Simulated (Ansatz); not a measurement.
PbS:
```xyz
8
Lattice="12.0417 0.0000 0.0000 0.0000 4.2091 0.0000 0.0000 0.0000 4.3447" Properties=species:S:1:pos:R:3 pbc="T T T"
Pb    10.4995     1.0523     0.8269
Pb     1.5422     3.1569     3.5179
Pb     7.5630     3.1569     2.9992
Pb     4.4787     1.0523     1.3455
S      7.7498     1.0523     0.5126
S      4.2919     3.1569     3.8321
S     10.3128     3.1569     2.6850
S      1.7289     1.0523     1.6597
```

Relaxed with r²SCAN+D4. Plane-wave PAW r²SCAN+D4 (Ansatz code) gives a gap of 1.44 eV.

Q: What gap does HSE06 give on the same cell (Ansatz, PAW)?

A: 1.70 eV, 0.25 eV more. The hybrid was solved on a coarser mesh and at special points; its gap is the smallest among all of these.

```tsv
k	v1 r²SCAN+D4	c1 r²SCAN+D4	v1 HSE06	c1 HSE06
Γ	-0.49	1.90	___	___
X	-0.62	3.37	___	___
Z	-0.17	1.63	-0.18	1.90
U	-0.22	1.77	___	___
Y	-0.32	1.63	-0.32	1.89
S	-0.49	1.96	___	___
T	-0.89	3.31	-0.99	3.67
R	-1.66	3.97	-1.82	4.34
```

Q: Top valence (v1) and lowest conduction level (c1) in eV from each method's valence maximum (which need not be a listed point): supply the withheld HSE06 values.

A: 
- Γ, v1 HSE06: -0.55
- Γ, c1 HSE06: 2.20
- S, v1 HSE06: -0.51
- S, c1 HSE06: 2.23
- U, v1 HSE06: -0.24
- U, c1 HSE06: 2.05
- X, v1 HSE06: -0.71
- X, c1 HSE06: 3.77

Cost on shared cores: the r²SCAN+D4 run (SCF on a 3×7×7 mesh, then bands and DOS) roughly 3 core-minutes, the HSE06 run (SCF on 2×4×4, then a few points) very roughly 4 core-minutes; the tasks are unlike.

Space group Pnma. The workflow started from a Materials Project entry (that database holds measured and hypothetical structures alike); the Crystallography Open Database copy checked does not list it. It is not the phase usual at ambient conditions (space group No. 225). The cell was relaxed with r²SCAN+D4 under the symmetry of its start; of distortions, only those at the zone centre were tested. Scalar-relativistic: spin–orbit coupling is off unless named, which matters more the heavier the elements.

Potentials: the earlier of the program's two PAW sets.
